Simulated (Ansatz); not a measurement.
YB3C3:
```xyz
14
Lattice="4.8013 0.0000 0.0000 0.0000 4.8013 0.0000 0.0000 0.0000 4.8013" Properties=species:S:1:pos:R:3 pbc="T T T"
Y      0.0000     0.0000     0.0000
Y      2.4006     2.4006     2.4006
B      1.2003     2.4006     0.0000
B      3.6009     2.4006     0.0000
B      0.0000     1.2003     2.4006
B      0.0000     3.6009     2.4006
B      2.4006     0.0000     1.2003
B      2.4006     0.0000     3.6009
C      1.2003     0.0000     2.4006
C      3.6009     0.0000     2.4006
C      2.4006     1.2003     0.0000
C      2.4006     3.6009     0.0000
C      0.0000     2.4006     1.2003
C      0.0000     2.4006     3.6009
```

Relaxed with r²SCAN.

Q: Map the electron localisation function on the plane through (0.000, 0.000, 0.000) spanned by u = [1, 0, 0] and v = [0, 1, 0] in lattice vectors, from the program Ansatz at the r²SCAN level (PAW).

A: x is the fraction of u, y of v (the angle between them is 90°; rows are the nearest grid lines); atoms in the plane: Y at (0.00, 0.00), B at (0.25, 0.50), B at (0.75, 0.50), C at (0.50, 0.25), C at (0.50, 0.75).
```
|3589840011222221100489853|
|5789840012333332100489875|
|8899720134566654310279988|
|9998410256777776520148999|
|8874101467655567641014788|
|4421013677510157763101244|
|0000135787400047875310000|
|0001247899720279987421000|
|1112457999965699997542111|
|1223446899987899986443221|
|2234312589876789852134322|
|2244200036543456300024422|
|2244200036543456300024422|
|2234312589876789852134322|
|1223446899987899986443221|
|1112457999965699997542111|
|0001247899720279987421000|
|0000135787400047875310000|
|4421013677510157763101244|
|8874101467655567641014788|
|9998410256777776520148999|
|8899720134566654310279988|
|5789840012333332100489875|
|3589840011222221100489853|
```
Scale: ten equal steps from 0.006 (start of '0') to 0.913 (end of '9'), in the order '0123456789'; x runs from 0.000 to 1.00, y from 0.000 (bottom) to 1.00 (top).

The density is the valence pseudo-density with augmentation charge, so density and ELF within about 1 Å of a nucleus are not all-electron values.

Space group Pm-3n. The start of the workflow was typed in or built on a structure type; neither database checked (COD, Materials Project) lists it. Its standing as an ambient phase is unchecked. The r²SCAN relaxation kept the symmetry of its start; whether a distortion lowers the energy is not shown. The run is not spin-polarised.

Potentials: the earlier of the program's two PAW sets.
